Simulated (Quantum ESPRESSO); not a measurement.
Hf3GaO7F, one run as intended and one with a planted mistake

Simulated, not a measurement. The program is pw.x of Quantum ESPRESSO 7.5 (plane-wave density functional theory). The cell is made up: 12 atoms on a fluorite lattice, with randomly drawn elements, strain and displacements, not relaxed. PseudoDojo standard norm-conserving files (v0.5 for PBE, v0.4.1 for LDA and PBEsol) set the functional; there is no spin polarisation, spin-orbit coupling or dispersion term, and the masses in the input are unused placeholders.

The hafnium pseudopotential is less sure than the others, with forces about 3 percent (worst 6) and pressure in oxides about 1.5 GPa (worst 2.7) from a second method in checks, which no rerun with the same files tests.

Intended input:

```
&control calculation='scf', pseudo_dir='./dojo.nc.sr.pbe.v0_5.standard.upf', outdir='./o', disk_io='medium', tprnfor=.true., tstress=.true. /
&system ibrav=0, nat=12, ntyp=4, nbnd=55, ecutwfc=84.00895049, nosym=.true., tot_charge=0,
 occupations='smearing', smearing='fd', degauss=0.0018374661
/
&electrons conv_thr=7.350e-09, electron_maxstep=60, /
ATOMIC_SPECIES
F 1.0 F.upf
Ga 1.0 Ga.upf
Hf 1.0 Hf.upf
O 1.0 O.upf
CELL_PARAMETERS angstrom
5.0362 0.0611 -0.0193
0.0611 5.1162 -0.0012
-0.0193 -0.0012 5.1603
ATOMIC_POSITIONS angstrom
Hf -0.0086 -0.0054 0.0162
Hf 0.0175 2.4129 2.5457
Hf 2.5676 -0.1168 2.5747
Ga 2.4667 2.5799 0.0299
O 1.1782 1.4006 1.3057
O 1.232 1.3764 3.8818
O 1.3078 3.8769 1.1844
O 1.2667 3.9344 3.7498
O 3.8364 1.2709 1.2478
F 3.7324 1.3663 3.878
O 3.7791 3.8113 1.2798
O 3.7755 3.7864 3.887
K_POINTS automatic
4 4 4 1 1 1
```

The log is shortened where brackets say so; the opening notice, blank lines, dates and the lines on written files are dropped, and the path of the files is cut. It prints rydbergs, bohrs and kilobars, and counts compression as positive stress. Where no state is partly filled, the Fermi energy that it prints is only some level between the filled and the empty states on the mesh, and need not lie in the true gap.

Log of the intended run:

```
     Program PWSCF v.7.5
     Parallel version (MPI & OpenMP), running on       1 processor cores
     Number of MPI processes:                 1
     Threads/MPI process:                     1
     [start-up lines left out]
     bravais-lattice index     =            0
     lattice parameter (alat)  =       9.5178  a.u.
     unit-cell volume          =     897.1248 (a.u.)^3
     number of atoms/cell      =           12
     number of atomic types    =            4
     number of electrons       =        98.00
     number of Kohn-Sham states=           55
     kinetic-energy cutoff     =      84.0090  Ry
     charge density cutoff     =     336.0358  Ry
     scf convergence threshold =      7.3E-09
     mixing beta               =       0.7000
     number of iterations used =            8  plain     mixing
     Exchange-correlation= PBE
                           (   1   4   3   4   0   0   0)
     [axes and pseudopotential details left out]
   Cartesian axes
     site n.     atom                  positions (alat units)
         1        Hf     tau(   1) = (  -0.0017075  -0.0010722   0.0032165  )
         2        Hf     tau(   2) = (   0.0034746   0.4790725   0.5054394  )
         3        Hf     tau(   3) = (   0.5097876  -0.0231902   0.5111973  )
         4        Ga     tau(   4) = (   0.4897543   0.5122297   0.0059365  )
         5        O      tau(   5) = (   0.2339273   0.2780840   0.2592420  )
         6        O      tau(   6) = (   0.2446091   0.2732792   0.7707172  )
         7        O      tau(   7) = (   0.2596589   0.7697443   0.2351583  )
         8        O      tau(   8) = (   0.2514986   0.7811607   0.7445091  )
         9        O      tau(   9) = (   0.7617032   0.2523325   0.2477461  )
        10        F      tau(  10) = (   0.7410544   0.2712739   0.7699627  )
        11        O      tau(  11) = (   0.7503265   0.7567197   0.2540996  )
        12        O      tau(  12) = (   0.7496117   0.7517759   0.7717496  )
     number of k points=    32  Fermi-Dirac smearing, width (Ry)=  0.0018
                       cart. coord. in units 2pi/alat
        k(    1) = (   0.1240042   0.1216032   0.1224958), wk =   0.0625000
        k(    2) = (   0.1249388   0.1216493   0.3665068), wk =   0.0625000
     [further k points left out]
     Dense  grid:    93323 G-vectors     FFT dimensions: (  60,  60,  60)
     Estimated max dynamical RAM per process >     164.79 MB
     Initial potential from superposition of free atoms
     starting charge      97.9917, renormalised to      98.0000
     Starting wfcs are   71 randomized atomic wfcs
     total cpu time spent up to now is       16.8 secs
     per-process dynamical memory:    93.1 Mb
     Self-consistent Calculation
     iteration #  1     ecut=    84.01 Ry     beta= 0.70
     Davidson diagonalization with overlap
     ethr =  1.00E-02,  avg # of iterations =  2.0
     total cpu time spent up to now is       57.3 secs
     total energy              =    -771.48155448 Ry
     estimated scf accuracy    <       4.13155680 Ry
     iteration #  2     ecut=    84.01 Ry     beta= 0.70
     Davidson diagonalization with overlap
     ethr =  4.22E-03,  avg # of iterations =  5.1
     total cpu time spent up to now is      100.4 secs
     total energy              =    -771.67836578 Ry
     estimated scf accuracy    <       8.46923484 Ry
     [iterations 3 to 12 left out]
     iteration # 13     ecut=    84.01 Ry     beta= 0.70
     Davidson diagonalization with overlap
     ethr =  4.54E-10,  avg # of iterations =  2.0
     total cpu time spent up to now is      496.3 secs
     total energy              =    -773.50687592 Ry
     estimated scf accuracy    <       0.00000003 Ry
     iteration # 14     ecut=    84.01 Ry     beta= 0.70
     Davidson diagonalization with overlap
     ethr =  3.03E-11,  avg # of iterations =  4.3
     total cpu time spent up to now is      542.5 secs
     End of self-consistent calculation
     [lines on levels left out]
     the Fermi energy is    11.8989 ev
!    total energy              =    -773.50687593 Ry
     estimated scf accuracy    <          3.2E-09 Ry
     smearing contrib. (-TS)   =      -0.00000000 Ry
     internal energy E=F+TS    =    -773.50687593 Ry
     The total energy is F=E-TS. E is the sum of the following terms:
     one-electron contribution =    -161.80749030 Ry
     hartree contribution      =     146.41729434 Ry
     xc contribution           =    -197.55816976 Ry
     ewald contribution        =    -560.55851021 Ry
     convergence has been achieved in  14 iterations
     Forces acting on atoms (cartesian axes, Ry/au):
     atom    1 type  3   force =     0.06893771   -0.07219716    0.04013881
     atom    2 type  3   force =     0.03698602    0.11845331   -0.02964897
     atom    3 type  3   force =    -0.07698568   -0.05272323   -0.04485905
     atom    4 type  2   force =    -0.04004331    0.05122700    0.03035948
     atom    5 type  4   force =     0.06756981   -0.05766511   -0.02994332
     atom    6 type  4   force =     0.01376926   -0.01772095    0.03559291
     atom    7 type  4   force =    -0.00425427    0.01889312    0.00111619
     atom    8 type  4   force =    -0.01714807    0.01334337   -0.01600465
     atom    9 type  4   force =    -0.05819180   -0.01319043    0.01441119
     atom   10 type  1   force =    -0.00087346   -0.03858604   -0.02334220
     atom   11 type  4   force =     0.01349413    0.01404338    0.01041910
     atom   12 type  4   force =    -0.00326034    0.03612274    0.01176051
     Total force =     0.251255     Total SCF correction =     0.000155
     Computing stress (Cartesian axis) and pressure
          total   stress  (Ry/bohr**3)                   (kbar)     P=      -29.06
   0.00014870  -0.00025243  -0.00004780           21.87      -37.13       -7.03
  -0.00025243  -0.00028993   0.00001590          -37.13      -42.65        2.34
  -0.00004780   0.00001590  -0.00045139           -7.03        2.34      -66.40
     init_run     :     15.32s CPU     16.59s WALL (       1 calls)
     electrons    :    510.13s CPU    525.77s WALL (       1 calls)
     forces       :      7.42s CPU      7.51s WALL (       1 calls)
     stress       :     30.57s CPU     31.43s WALL (       1 calls)
     [timing details left out]
     PWSCF        :   9m23.74s CPU   9m41.87s WALL
     JOB DONE.
```

A second run has one planted mistake: two atoms have their elements exchanged. The input lines that differ, file-writing options aside:

```
- F 3.7324 1.3663 3.878
+ O 3.7324 1.3663 3.878
- O 3.7791 3.8113 1.2798
+ F 3.7791 3.8113 1.2798
```

Its log:

```
     Program PWSCF v.7.5
     Parallel version (MPI & OpenMP), running on       1 processor cores
     Number of MPI processes:                 1
     Threads/MPI process:                     1
     [start-up lines left out]
     bravais-lattice index     =            0
     lattice parameter (alat)  =       9.5178  a.u.
     unit-cell volume          =     897.1248 (a.u.)^3
     number of atoms/cell      =           12
     number of atomic types    =            4
     number of electrons       =        98.00
     number of Kohn-Sham states=           55
     kinetic-energy cutoff     =      84.0090  Ry
     charge density cutoff     =     336.0358  Ry
     scf convergence threshold =      7.3E-09
     mixing beta               =       0.7000
     number of iterations used =            8  plain     mixing
     Exchange-correlation= PBE
                           (   1   4   3   4   0   0   0)
     [axes and pseudopotential details left out]
   Cartesian axes
     site n.     atom                  positions (alat units)
         1        Hf     tau(   1) = (  -0.0017075  -0.0010722   0.0032165  )
         2        Hf     tau(   2) = (   0.0034746   0.4790725   0.5054394  )
         3        Hf     tau(   3) = (   0.5097876  -0.0231902   0.5111973  )
         4        Ga     tau(   4) = (   0.4897543   0.5122297   0.0059365  )
         5        O      tau(   5) = (   0.2339273   0.2780840   0.2592420  )
         6        O      tau(   6) = (   0.2446091   0.2732792   0.7707172  )
         7        O      tau(   7) = (   0.2596589   0.7697443   0.2351583  )
         8        O      tau(   8) = (   0.2514986   0.7811607   0.7445091  )
         9        O      tau(   9) = (   0.7617032   0.2523325   0.2477461  )
        10        O      tau(  10) = (   0.7410544   0.2712739   0.7699627  )
        11        F      tau(  11) = (   0.7503265   0.7567197   0.2540996  )
        12        O      tau(  12) = (   0.7496117   0.7517759   0.7717496  )
     number of k points=    32  Fermi-Dirac smearing, width (Ry)=  0.0018
                       cart. coord. in units 2pi/alat
        k(    1) = (   0.1240042   0.1216032   0.1224958), wk =   0.0625000
        k(    2) = (   0.1249388   0.1216493   0.3665068), wk =   0.0625000
     [further k points left out]
     Dense  grid:    93323 G-vectors     FFT dimensions: (  60,  60,  60)
     Estimated max dynamical RAM per process >     164.79 MB
     Initial potential from superposition of free atoms
     starting charge      97.9917, renormalised to      98.0000
     Starting wfcs are   71 randomized atomic wfcs
     total cpu time spent up to now is       16.5 secs
     per-process dynamical memory:    93.1 Mb
     Self-consistent Calculation
     iteration #  1     ecut=    84.01 Ry     beta= 0.70
     Davidson diagonalization with overlap
     ethr =  1.00E-02,  avg # of iterations =  2.0
     total cpu time spent up to now is       51.4 secs
     total energy              =    -771.43458740 Ry
     estimated scf accuracy    <       4.16560523 Ry
     iteration #  2     ecut=    84.01 Ry     beta= 0.70
     Davidson diagonalization with overlap
     ethr =  4.25E-03,  avg # of iterations =  5.0
     total cpu time spent up to now is       97.1 secs
     total energy              =    -771.35394494 Ry
     estimated scf accuracy    <       9.61283354 Ry
     [iterations 3 to 11 left out]
     iteration # 12     ecut=    84.01 Ry     beta= 0.70
     Davidson diagonalization with overlap
     ethr =  2.20E-09,  avg # of iterations =  4.4
     total cpu time spent up to now is      453.9 secs
     total energy              =    -773.48245189 Ry
     estimated scf accuracy    <       0.00000050 Ry
     iteration # 13     ecut=    84.01 Ry     beta= 0.70
     Davidson diagonalization with overlap
     ethr =  5.10E-10,  avg # of iterations =  2.1
     total cpu time spent up to now is      486.0 secs
     End of self-consistent calculation
     [lines on levels left out]
     the Fermi energy is    11.9061 ev
!    total energy              =    -773.48245198 Ry
     estimated scf accuracy    <          4.3E-09 Ry
     smearing contrib. (-TS)   =      -0.00000000 Ry
     internal energy E=F+TS    =    -773.48245198 Ry
     The total energy is F=E-TS. E is the sum of the following terms:
     one-electron contribution =    -162.12884716 Ry
     hartree contribution      =     146.52207581 Ry
     xc contribution           =    -197.54590178 Ry
     ewald contribution        =    -560.32977885 Ry
     convergence has been achieved in  13 iterations
     Forces acting on atoms (cartesian axes, Ry/au):
     atom    1 type  3   force =     0.05904759    0.07537605   -0.10906954
     atom    2 type  3   force =     0.03713732   -0.01927669    0.11825175
     atom    3 type  3   force =    -0.08969933    0.09430857    0.11327866
     atom    4 type  2   force =    -0.04417845   -0.05662394   -0.07863312
     atom    5 type  4   force =     0.06957598   -0.05896511   -0.03268342
     atom    6 type  4   force =    -0.00022848   -0.02830331    0.01964235
     atom    7 type  4   force =     0.01942853    0.00196564   -0.00209853
     atom    8 type  4   force =    -0.01436687    0.01361417   -0.01994011
     atom    9 type  4   force =    -0.05820229   -0.02011141    0.01708590
     atom   10 type  4   force =     0.00259702   -0.05397053   -0.03073907
     atom   11 type  1   force =     0.02215334    0.00491699   -0.00482098
     atom   12 type  4   force =    -0.00326435    0.04706957    0.00972610
     Total force =     0.316966     Total SCF correction =     0.000158
     Computing stress (Cartesian axis) and pressure
          total   stress  (Ry/bohr**3)                   (kbar)     P=      -27.99
   0.00018350  -0.00024777  -0.00001308           26.99      -36.45       -1.92
  -0.00024777  -0.00026078   0.00003203          -36.45      -38.36        4.71
  -0.00001308   0.00003203  -0.00049347           -1.92        4.71      -72.59
     init_run     :     14.88s CPU     16.34s WALL (       1 calls)
     electrons    :    458.94s CPU    469.57s WALL (       1 calls)
     forces       :      6.96s CPU      7.06s WALL (       1 calls)
     stress       :     26.33s CPU     27.52s WALL (       1 calls)
     [timing details left out]
     PWSCF        :   8m27.46s CPU   8m41.33s WALL
     JOB DONE.
```

```
                                            intended run  run with the mistake
                          free energy (eV)    -10524.097            -10523.765
                    smearing term -TS (eV)        0.0000                0.0000
                            pressure (GPa)         -2.91                 -2.80
            largest force component (eV/Å)         3.046                 3.040
largest change of a force component (eV/Å)                               4.066
                                iterations            14                    13
```

For scale, a rerun of the intended cell at a cutoff of 1437 eV and k mesh 6 x 6 x 6 moved values by no more than 0.002 eV in energy, 0.04 GPa in stress and 0.006 eV/Å in force.